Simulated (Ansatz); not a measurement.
VSi (CsCl type, space group No. 221), PBE (plane waves, PAW; program Ansatz), all energies at zero smearing, with the estimated change up to a 700 eV cutoff added, with one set of potentials and settings (totals compare only within such a set). Cell of 4 atoms (2 V, 2 Si): -7097.051 eV.

```tsv
element	reference phase	E (eV/atom)
V	Im-3m, 1 atoms in the cell	-2912.4140
Si	Fd-3m, 2 atoms in the cell	-635.8096
```

Formation energy per atom, worked out: (-7097.051 − 2×(-2912.4140) − 2×(-635.8096))/4 = -0.151 eV/atom (-15 kJ per mol of atoms), at 0 K, without zero-point energy or fitted corrections.

Space group Pm-3m (CsCl type). The cell is a constructed one: a structure type filled with these elements; neither database checked (COD, Materials Project) lists it. Its standing as an ambient phase is unchecked. Symmetry was held in the PBE relaxation, as lowered by the spin order. At this level the phase is mechanically unstable. The final state is antiferromagnetic, chosen from 3 collinear starts compared on coarse meshes (ties went to the first, and starts can fall back to one state), not a proven ground state. The references are the lowest solids computed at this level, not always the standard phases.

Potentials: the later of the program's two PAW sets.
